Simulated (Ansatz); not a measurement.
Task: C in space group P6_3/mmc (No. 194; C on 4e, C on 4f) is relaxed with r²SCAN (plane waves, PAW; program Ansatz). What lattice parameters of the conventional cell result?

Result: a = 2.510 Å, c = 8.280 Å.

Task: Give the free coordinates with the occupied sites.

Result: In one choice of origin and axes:

| atom | site | symmetry | x | y | z |
|---|---|---|---|---|---|
| C | 4e | 3m. | 0.0000 | 0.0000 | 0.0929 |
| C | 4f | 3m. | 0.3333 | 0.6667 | 0.1555 |

Task: Is it a metal or does it have a gap at this level?

Result: A gap of 4.80 eV, indirect.

The workflow started from a Materials Project entry (that database holds measured and hypothetical structures alike). Its sites differ from those of the usual phase in this space group: another stacking or structure type. The r²SCAN relaxation kept the symmetry of its start; phonons on a q-mesh show no instability.

Potentials: the later of the program's two PAW sets.
